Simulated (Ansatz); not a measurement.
PbS (rock salt), relaxed with r²SCAN (Ansatz, a quantum-chemistry and plane-wave program, plane waves, PAW): a = b = c = 5.9743 Å, α = β = γ = 90.00°.

- gap (eV) = 0.69
- ΔH_f (eV/atom) = -0.66
- B₀ by P(V) fit (GPa) = 57.8
- electron conductivity mass (mₑ) = 0.17

**Question.** The same phase is relaxed and computed with PBE in the same code. What are the cell and these values now?

**Answer.** a = b = c = 6.0089 Å, α = β = γ = 90.00°.

- gap (eV) = 0.49
- ΔH_f (eV/atom) = -0.55
- B₀ by P(V) fit (GPa) = 52.8
- electron conductivity mass (mₑ) = 0.16

All cells were relaxed under the symmetry of their starts (and spin orders); stability against distortions was not tested throughout. Spin–orbit coupling is left out wherever it is not named.

Potentials: the later of the program's two PAW sets.

Ansatz is a plane-wave DFT program.

Formation energies count from the lowest solids of the elements computed at the same level, not from gases.
